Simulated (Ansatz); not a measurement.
Al2Pt (fluorite or antifluorite type, space group No. 225) at seven volumes, plane-wave PAW r²SCAN (Ansatz code), scaled uniformly. One row is withheld.

```csv
V (Å³/atom),P (GPa)
15.608,16.41
16.122,10.04
16.637,?
17.151,0.00
17.666,-3.93
18.180,-7.27
18.695,-10.10
```

Problem. Fit the shown pressures and predict the withheld one.

Solution. P = (3/2)B₀(x^(7/2) − x^(5/2))[1 + (3/4)(B′ − 4)(x − 1)] with x = (V₀/V)^(2/3). Least squares on the six rows gives V₀ = 17.151 Å³/atom, B₀ = 142 GPa, B′ = 4.38. At V = 16.637, x = 1.0205 and P = 4.62 GPa. The run itself gave 4.61 GPa.

Space group Fm-3m (fluorite or antifluorite type). Symmetry was held in the r²SCAN relaxation; of distortions, only those at the zone centre were tested. The run is not spin-polarised. Spin–orbit coupling is left out wherever it is not named.

Potentials: the later of the program's two PAW sets.
